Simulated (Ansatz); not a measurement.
SiO2:
```cif
data_O8Si4
_chemical_formula_sum 'Si4 O8'
_space_group_name_H-M_alt 'Cmce'
_space_group_IT_number 64
_space_group_name_Hall '-C 2ac 2'
_cell_length_a 2.67426
_cell_length_b 4.62845
_cell_length_c 9.73118
_cell_angle_alpha 90.000
_cell_angle_beta 90.000
_cell_angle_gamma 90.000
loop_
_space_group_symop_operation_xyz
  'x, y, z'
  '-x, -y, -z'
  '-x+1/2, -y, z+1/2'
  'x+1/2, y, -z+1/2'
  'x, -y, -z'
  '-x, y, z'
  '-x+1/2, y, -z+1/2'
  'x+1/2, -y, z+1/2'
  'x+1/2, y+1/2, z'
  '-x+1/2, -y+1/2, -z'
  '-x, -y+1/2, z+1/2'
  'x, y+1/2, -z+1/2'
  'x+1/2, -y+1/2, -z'
  '-x+1/2, y+1/2, z'
  '-x, y+1/2, -z+1/2'
  'x, -y+1/2, z+1/2'
loop_
_atom_site_label
_atom_site_type_symbol
_atom_site_symmetry_multiplicity
_atom_site_Wyckoff_symbol
_atom_site_fract_x
_atom_site_fract_y
_atom_site_fract_z
_atom_site_occupancy
Si1 Si 4 a 0.00000 0.00000 0.00000 1
O1 O 8 f 0.00000 0.16665 0.40728 1
```
(The calculation used a cell of 6 atoms; values per cell refer to that cell.)

Relaxed with r²SCAN.

### Question
Tabulate the valence density and the electron localisation function along the shortest Si–Si contact (2.67 Å), DFT-r²SCAN in the program Ansatz with PAW potentials.

### Answer


```tsv
distance from Si (Å)	density (e/Å³)	ELF
0.27	0.09	0.10
0.40	0.17	0.07
0.53	0.27	0.11
0.67	0.35	0.17
0.80	0.40	0.22
0.94	0.41	0.22
1.07	0.40	0.19
1.20	0.39	0.16
1.34	0.39	0.15
1.47	0.39	0.16
1.60	0.40	0.19
1.74	0.41	0.22
1.87	0.40	0.22
2.00	0.35	0.17
2.14	0.27	0.11
2.27	0.17	0.07
2.41	0.09	0.10
```

The density is the valence pseudo-density with augmentation charge, so density and ELF within about 1 Å of a nucleus are not all-electron values.

A made-up cell: these elements were put on the sites of a structure type; the Crystallography Open Database copy checked does not list it. It is not the phase usual at ambient conditions (space group No. 92, 152, 154). The r²SCAN relaxation kept the symmetry of its start. At this level the phase is mechanically unstable. The volume moved by 35 % from the start of the relaxation.

Potentials: the later of the program's two PAW sets.
